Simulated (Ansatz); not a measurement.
Cu4Ni (P6_3/mmc)

Theory: Ansatz, DFT PBE, scalar-relativistic, plane waves, PAW.

Plane waves to 420 eV, a k mesh through Γ of 18×18×2 on the computed 10-atom cell and Gaussian smearing (0.10 eV); no spin polarisation.

The structure is relaxed at this level of theory with its symmetry kept, and needn't be the ground state of this composition.

Space group P6_3/mmc (No. 194), hexagonal, a = 2.539 Å, c = 20.970 Å. Cu on its first site is surrounded by 12 Cu at 2.54–2.58 Å; around Cu on its second site lie 3 Ni at 2.53 Å and 9 Cu at 2.54–2.58 Å; Ni has 6 Cu at 2.53 Å and 6 Ni at 2.54 Å.

```json
{
  "Volume per atom": "11.71 Å³",
  "Formation energy from the elements' standard states (uncorrected)": "+0.018 eV/atom",
  "Kohn–Sham band gap": "none (metal)",
  "Density of states at the Fermi level": "5.2 states/eV per cell",
  "Orbital (Löwdin) character within 0.5 eV of the Fermi level": "Ni 3d 59 %, Cu 3d 17 %, Cu 4s 14 %, unprojected 8 %",
  "Bader charge by site (e)": "Cu (4 in the cell) 0.00, Cu (4 in the cell) 0.02, Ni (2 in the cell) -0.05"
}
```

Spin polarisation was left out, and a magnetic state may lie lower.

The cell was found from a structure generator's guess, not taken from experiment. Löwdin shares on free-atom orbitals overweight diffuse shells.
